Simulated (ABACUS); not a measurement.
Worked example: self-consistent single point of TiTe2 (P-3m1, 3 atoms in the cell; from Materials Project mp-1907) in ABACUS.

Level of theory: PBE, numerical atomic orbitals TZP (confined pseudo-atomic orbitals; energy shift 0.01 Ry), PseudoDojo 0.5 standard norm-conserving PBE (tails mended) pseudopotentials (ABACUS).

```xyz
3
Lattice="3.8242 0.0000 0.0000 -1.9121 3.3119 0.0000 0.0000 0.0000 6.7183" Properties=species:S:1:pos:R:3 pbc="T T T"
Ti     0.0000     0.0000     0.0000
Te     1.9121     1.1040     5.0375
Te     0.0000     2.2079     1.6807
```

Reference input (self-consistent single point, DFT, PBE, numerical atomic orbitals TZP (confined pseudo-atomic orbitals; energy shift 0.01 Ry), PseudoDojo 0.5 standard norm-conserving PBE (tails mended) pseudopotentials): basis = TZP numerical atomic orbitals, energy shift 0.01 Ry; KPT = Gamma 7 7 4 0 0 0; basis_type = lcao; dft_functional = PBE; ecutwfc = 100 Ry; smearing_method = fd; smearing_sigma = 0.00734986 Ry; potentials = PseudoDojo 0.5 standard norm-conserving PBE (tails mended); symmetry = 1; symmetry_prec = 1e-05; ks_solver = scalapack_gvx; scf_nmax = 100. This run's input differs from it in these lines:

```diff
@@ -11,3 +11,3 @@
 smearing_method      fd
-smearing_sigma       0.00734986
+smearing_sigma       0.00220496
 ks_solver            scalapack_gvx
@@ -55,3 +55,3 @@
 Gamma
-7 7 4 0 0 0
+6 6 3 0 0 0
```

Output, abridged:

```
 SELF-CONSISTENT
 -------------------------------------------

                  longest orb rcut (Bohr) = 7.7
   longest nonlocal projector rcut (Bohr) = 2.3
                     search radius (Bohr) = 20

                          real space grid = [ 45, 45, 81 ]
                                 init_chg = atomic

 LCAO ALGORITHM --------------- ION=   1  ELEC=   1--------------------------------

 Density error is 0.0316468017975
 E_KohnSham     -537.8070968726      -7317.2409423053
 E_Fermi        0.7077396386         9.6292917854

 LCAO ALGORITHM --------------- ION=   1  ELEC=   2--------------------------------

   [... lines left out ...]

   [... 6 blocks of this kind left out ...]

 LCAO ALGORITHM --------------- ION=   1  ELEC=   9--------------------------------

 Density error is 5.61677574938e-06
 E_KohnSham     -537.8063608838      -7317.2309286639
 E_Fermi        0.7134758712         9.7073372343

 LCAO ALGORITHM --------------- ION=   1  ELEC=  10--------------------------------

 Density error is 7.60471181788e-07
 E_KohnSham     -537.8063608839      -7317.2309286660
 E_KS(sigma->0) -537.8061809683      -7317.2284807886
 E_entropy(-TS) -0.0003598312        -0.0048957548
 E_Fermi        0.7134760025         9.7073390207
 charge density convergence is achieved
 final etot is -7317.2309287 eV
 EFERMI = 9.7073390207 eV

 STATE ENERGY(eV) AND OCCUPATIONS    NSPIN == 1
   [... 29 lines left out ...]

 --------------------------------------------
 !FINAL_ETOT_IS -7317.2309286659783538 eV
 --------------------------------------------
```

The run converged in 10 iterations. Against the reference run the free energy rises by 9.0 meV/atom.

The atom-centred basis is finite, which shifts total energies against plane waves. Forces and stress are left out: the polarisation orbitals used for some of these elements are too diffuse to give them reliably, and gaps can carry the same lack. This run is one point of a test of settings, so its values need not be converged; read them against the reference run alone. The structure comes from a collection of computed structures, made at another level of theory; the collection holds predicted forms beside known ones. No clean gap shows at this smearing width and mesh (spacing up to 0.32 Å⁻¹); the mesh is coarse for partly filled bands, so the values carry mesh errors. Semi-local functionals can close small gaps.

Cost on one core: very roughly 18 core-seconds.

The atomic orbitals were generated for these runs; they are not ABACUS's published sets and were checked against plane waves on a few crystals only.

“Tails mended”: in these copies of the files the far tail of each local potential was reset to the Coulomb form.
